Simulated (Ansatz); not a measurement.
SiN2:
```
SiN2
1.0
    4.43977     0.00000     0.00000
    0.00000     4.43977     0.00000
    0.00000     0.00000     4.43977
Si N
4 8
Direct
  0.00000   0.50000   0.50000
  0.50000   0.00000   0.50000
  0.00000   0.00000   0.00000
  0.50000   0.50000   0.00000
  0.59566   0.90434   0.09566
  0.09566   0.59566   0.90434
  0.59566   0.59566   0.59566
  0.40434   0.40434   0.40434
  0.90434   0.09566   0.59566
  0.90434   0.40434   0.09566
  0.09566   0.90434   0.40434
  0.40434   0.09566   0.90434
```

Relaxed with r²SCAN.

**Question.** Map the valence electron density (e/Å³), cut off at 1 on the plane through (0.000, 0.500, 0.500) spanned by u = [1, 0, 0] and v = [0, 1, 1] in lattice vectors, from r²SCAN (plane waves, PAW; program Ansatz).

**Answer.** x is the fraction of u, y of v (the angle between them is 90°; rows are the nearest grid lines); atoms in the plane: Si at (0.00, 0.00), Si at (0.00, 0.50), N at (0.60, 0.10), N at (0.40, 0.90).
```
|00134689999999998643100|
|00146999999999754332100|
|22246999999995210112222|
|32224899999995100012333|
|32112499999993100012333|
|21000013566421000012332|
|21000001222210000012332|
|21100000011000000012332|
|32110001111111111112333|
|22211122333433322222332|
|11122345678887654332211|
|00134689999999998643100|
|00134689999999998643100|
|11223345678887654322111|
|23322222333433322111222|
|33321111111111110001123|
|23321000000011000000112|
|23321000001222210000012|
|23321000012466531000012|
|33321000139999999421123|
|33321000159999999842223|
|22221101259999999964222|
|00123345799999999964100|
|00134689999999998643100|
```
Scale: ten equal steps from 0.098 (start of '0') to 1.00 (end of '9'), in the order '0123456789'; x runs from 0.000 to 1.00, y from 0.000 (bottom) to 1.00 (top).

The density is the valence pseudo-density with augmentation charge, so density and ELF within about 1 Å of a nucleus are not all-electron values.

Space group Pa-3. The start of the workflow was typed in or built on a structure type; neither database checked (COD, Materials Project) lists it. Whether it is the stable phase at ambient conditions was not checked. The r²SCAN relaxation kept the symmetry of its start; whether a distortion lowers the energy is not shown.

Potentials: the earlier of the program's two PAW sets. The files were generated under PBE; for other functionals the program regenerates the frozen cores, and for LDA and PBEsol the local potential too.
